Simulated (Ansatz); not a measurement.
**Calculated ¹³⁷Ba NMR of the central transition for Ba4Ge3S9Cl2**

Cell: a measured structure from the Crystallography Open Database (COD), ions relaxed with PBE at fixed cell.

```cif
data_Ba4Ge3S9Cl2
_symmetry_space_group_name_H-M 'P6_3'
_symmetry_Int_Tables_number 173
_cell_length_a 9.8200
_cell_length_b 9.8200
_cell_length_c 12.0544
_cell_angle_alpha 90.000
_cell_angle_beta 90.000
_cell_angle_gamma 120.000
loop_
_atom_site_label
_atom_site_type_symbol
_atom_site_symmetry_multiplicity
_atom_site_Wyckoff_symbol
_atom_site_fract_x
_atom_site_fract_y
_atom_site_fract_z
Ba1 Ba 6 c 0.6709 0.9238 0.0250
Ba7 Ba 2 b 0.6667 0.3333 0.2079
Ge Ge 6 c 0.8864 0.3323 0.8574
S15 S 6 c 0.9173 0.3400 0.0375
S21 S 6 c 0.7534 0.0722 0.2682
S27 S 6 c 0.6654 0.1139 0.7938
Cl33 Cl 2 b 0.3333 0.6667 0.9678
Cl35 Cl 2 a 0.0000 0.0000 0.9919
```

One atom of each set is listed.

The numbers come from a DFT calculation in Ansatz (PBE, plane waves and PAW, scalar-relativistic, 420 eV cutoff, Γ-centred 4×4×3 k-points, Fermi–Dirac smearing 0.02 eV).

¹³⁷Ba has I = 3/2 and Q = 236.0 mb (Pyykkö 2018); at 21.1 T its Larmor frequency is ν₀ = 100.5 MHz (from the bare nuclear moment; shielding lowers the observed one by a per cent or two). Only the quadrupole interaction is simulated: positions count from each site's isotropic chemical shift, and shift anisotropy, dipolar and J coupling are left out.

Simulated pattern of one Ba site (static powder, Gaussian broadening 200 kHz):

| offset (kHz) | height |
| --- | --- |
| -2243.2 | 1 |
| -2131.3 | 7 |
| -2019.3 | 24 |
| -1907.4 | 37 |
| -1795.4 | 40 |
| -1683.5 | 42 |
| -1571.5 | 44 |
| -1459.6 | 45 |
| -1347.6 | 48 |
| -1235.7 | 50 |
| -1123.7 | 53 |
| -1011.8 | 56 |
| -899.8 | 61 |
| -787.9 | 66 |
| -675.9 | 75 |
| -564.0 | 89 |
| -452.0 | 100 |
| -340.1 | 94 |
| -228.1 | 84 |
| -116.2 | 81 |
| -4.2 | 80 |
| 107.7 | 78 |
| 219.7 | 83 |
| 331.6 | 96 |
| 443.6 | 80 |
| 555.5 | 53 |
| 667.5 | 42 |
| 779.4 | 38 |
| 891.4 | 34 |
| 1003.3 | 22 |
| 1115.3 | 6 |
| 1227.2 | 1 |

(1) Which |C_Q| and η does the pattern imply?

Answers

(1) The pattern spans 3088 kHz before broadening and its centre of gravity is at -427 kHz, which fixes P_Q; the places of the horns and steps fix η. That gives P_Q = 41.4 MHz, |C_Q| = 38.8 MHz and η = 0.64, the values that the calculation gives site Ba1 (2 Cl at 2.96–3.08 Å, 7 S at 3.19–3.92 Å). The other sites have |C_Q| = 6.43 MHz. The sign of C_Q can't be read from the pattern.

With ν_Q/ν₀ up to 0.19, terms beyond second order are no longer negligible.

Without spin–orbit coupling (the program notes it for Ba) the gradients are little affected as a rule: paired runs on crystals with a gap mostly move them by under 2 % at such atoms.
